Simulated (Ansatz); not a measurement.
# Does relaxation matter for the field gradients of Ba₂MgC₆N₆O₆?

Start: a measured structure from the Crystallography Open Database (COD).

Space group R-3:H (No. 148); a = 6.9794, c = 16.9761 Å, γ = 120.00°.

```csv
site,Wyckoff,site symmetry,x,y,z
Ba,6c,3.,0.0000,0.0000,0.7834
Mg,3a,-3.,0.0000,0.0000,0.0000
C,18f,1,0.8444,0.0571,0.4104
N,18f,1,0.7796,0.8401,0.4104
O,18f,1,0.6917,0.1086,0.4120
```

One atom of each set is listed; the run and its k-mesh use a cell of 21 atoms with edges of 6.95, 6.95, 6.95 Å.

Method: Kohn–Sham DFT in Ansatz, PBE, plane waves and PAW, scalar-relativistic, 420 eV cutoff, Γ-centred 4×4×4 k-points, Fermi–Dirac smearing 0.02 eV.

The largest force at the start is 0.78 eV/Å. Relaxing the ions at fixed cell moves them by 0.015 Å at most (atom 1, Ba) and 0.011 Å rms.

```tsv
site	moved (Å)	first shell before	first shell after	V_zz before (10²¹ V/m²)	η before
Ba	0.015	3 N at 2.80 Å, 6 O at 2.87–2.91 Å	3 N at 2.81 Å, 6 O at 2.86–2.91 Å	11.94	0.00
Mg	0.000	6 O at 2.13 Å	6 O at 2.12 Å	-0.58	0.00
C	0.005	1 O at 1.28 Å, 2 N at 1.35–1.36 Å	1 O at 1.30 Å, 2 N at 1.35–1.36 Å	2.64	0.20
N	0.010	2 C at 1.35–1.36 Å, angle 117°	2 C at 1.35–1.36 Å, angle 117°	-5.55	0.82
O	0.014	1 C at 1.28 Å, 1 Mg at 2.13 Å, angle 125°	1 C at 1.30 Å, 1 Mg at 2.12 Å, angle 125°	11.70	0.99
```

Question: How do the gradients change?

Answer: 

| site | V_zz after | η after | change of V_zz |
| --- | --- | --- | --- |
| Ba | 11.23 | 0.00 | -0.71 |
| Mg | -0.59 | 0.00 | -0.01 |
| C | 2.59 | 0.22 | -0.05 |
| N | -5.68 | 0.78 | -0.13 |
| O | 12.11 | 0.94 | +0.41 |

The largest change of V_zz is on Ba, from 11.94 to 11.23. In per cent, |V_zz| changes by -6 on Ba, +2 on Mg, -2 on C, +2 on N, +4 on O (all sites that start above 0.5).

Without spin–orbit coupling (the program notes it for Ba) the gradients are little affected as a rule: paired runs on crystals with a gap mostly move them by under 2 % at such atoms.
Before: At this cell the principal stresses reach 5 GPa in size with PBE, which can matter for small gradients.
